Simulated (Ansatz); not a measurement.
Does this entry for Bi2S3 lie near equilibrium?

The cell is an entry of the Crystallography Open Database (COD), taken as it stands.

```cif
data_Bi2S3
_symmetry_space_group_name_H-M 'Pnma'
_symmetry_Int_Tables_number 62
_cell_length_a 11.3160
_cell_length_b 3.9709
_cell_length_c 11.1780
_cell_angle_alpha 90.000
_cell_angle_beta 90.000
_cell_angle_gamma 90.000
loop_
_atom_site_label
_atom_site_type_symbol
_atom_site_symmetry_multiplicity
_atom_site_Wyckoff_symbol
_atom_site_fract_x
_atom_site_fract_y
_atom_site_fract_z
Bi1 Bi 4 c 0.4834 0.2500 0.3258
Bi5 Bi 4 c 0.3407 0.7500 0.0343
S9 S 4 c 0.2854 0.2500 0.1941
S13 S 4 c 0.5500 0.7500 0.1284
S17 S 4 c 0.3756 0.7500 0.4423
```

One atom of each set is listed.

Computed with Ansatz: DFT, PBE, plane waves and PAW, scalar-relativistic, 420 eV cutoff, Γ-centred 3×7×3 k-points, Fermi–Dirac smearing 0.02 eV.

(1) Do the atoms and the cell lie near the calculated equilibrium?

Answers

(1) Nearly. The largest force is 0.24 eV/Å, on atom 2 (Bi: 3 S at 2.67–2.68 Å; also 3 S at 3.04–3.06 Å), and the pressure is 2.3 GPa. Relaxing the atoms is still advisable, since electric field gradients respond to shifts of a few hundredths of an ångström.
